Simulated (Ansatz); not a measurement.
La$_{2}$O$_{3}$:
```
CELL_PARAMETERS angstrom
      3.93533     0.00000     0.00000
     -1.96766     3.40809     0.00000
      0.00000     0.00000     6.12550
ATOMIC_POSITIONS crystal
  La 0.66667 0.33333 0.75389
  La 0.33333 0.66667 0.24611
  O  0.66667 0.33333 0.35386
  O  0.33333 0.66667 0.64614
  O  0.00000 0.00000 0.00000
```

Relaxed with r²SCAN. Special points in fractions of this cell's reciprocal vectors: Γ (0.000, 0.000, 0.000); M (0.500, 0.000, 0.000); K (0.333, 0.333, 0.000); A (0.000, 0.000, 0.500); L (0.500, 0.000, 0.500); H (0.333, 0.333, 0.500).

Task: List the band energies nearest the valence-band maximum at these points for plane-wave PAW r²SCAN (Ansatz code).

Result: In eV from the valence-band maximum; about four levels below and three above (degenerate sets whole), none deeper than 8.9 eV; points with the same levels are listed once.

```tsv
k	below	above
Γ	-1.65 -0.38 -0.38 -0.12	4.75 5.09 5.09
M	-0.74 -0.68 -0.42 -0.30	4.28 5.21 5.72
K	-0.82 -0.82 -0.80 -0.12	4.23 5.26 5.26
A	-1.00 -0.77 -0.29 -0.29	5.18 5.23 5.23
L	-0.96 -0.70 -0.37 0.00	4.89 5.05 5.64
H	-0.56 -0.28 -0.28 -0.24	4.64 5.32 5.47 5.47
```

Space group P-3m1 (La2O3 or Ni2Al3 type). The cell was relaxed with r²SCAN under the symmetry of its start. Spin–orbit coupling is left out wherever it is not named.

Potentials: the earlier of the program's two PAW sets.
